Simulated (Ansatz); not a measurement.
Total density of states per atom from the program Ansatz at the PBEsol level (PAW), in 0.25 eV bins, energy from the Fermi level:

(E (eV), states/eV/atom): (-7.85, 0.09); (-7.60, 0.10); (-7.35, 0.10); (-7.10, 0.10); (-6.85, 0.11); (-6.60, 0.14); (-6.35, 0.27); (-6.10, 0.39); (-5.85, 0.30); (-5.60, 0.36); (-5.35, 0.44); (-5.10, 0.40); (-4.85, 0.45); (-4.60, 0.53); (-4.35, 0.58); (-4.10, 1.13); (-3.85, 0.53); (-3.60, 0.84); (-3.35, 0.80); (-3.10, 0.10); (-2.85, 0.14); (-2.60, 0.29); (-2.35, 0.87); (-2.10, 0.96); (-1.85, 0.79); (-1.60, 1.05); (-1.35, 0.62); (-1.10, 0.37); (-0.85, 0.52); (-0.60, 0.38); (-0.35, 0.42); (-0.10, 0.60); (0.15, 0.50); (0.40, 0.59); (0.65, 0.92); (0.90, 0.98); (1.15, 0.67); (1.40, 0.86); (1.65, 1.50); (1.90, 0.88); (2.15, 0.93); (2.40, 0.72); (2.65, 0.48); (2.90, 0.29); (3.15, 0.50); (3.40, 0.43); (3.65, 0.60); (3.90, 0.66); (4.15, 0.69); (4.40, 0.74)

Pick the material that matches.
(A) ZrC, rock salt
(B) TiAl, R-3m (Al on 3a, Ti on 3b)
(C) AlV2C, P6_3/mmc (Al on 2c, V on 4f, C on 2a)
(D) Al3GaN4, P-43m (Al on 3c, Ga on 1a, N on 4e)

C, AlV2C, P6_3/mmc (Al on 2c, V on 4f, C on 2a). Within 0.5 eV of the Fermi level: V 3d 89 %, Al 3p 5 %. Projections are on Löwdin-orthogonalised atomic valence shells; empty p or d shells of many metals are not among them.

The PBEsol relaxation kept the symmetry of its start; of distortions, only those at the zone centre were tested. The run is not spin-polarised.

Potentials: the later of the program's two PAW sets.
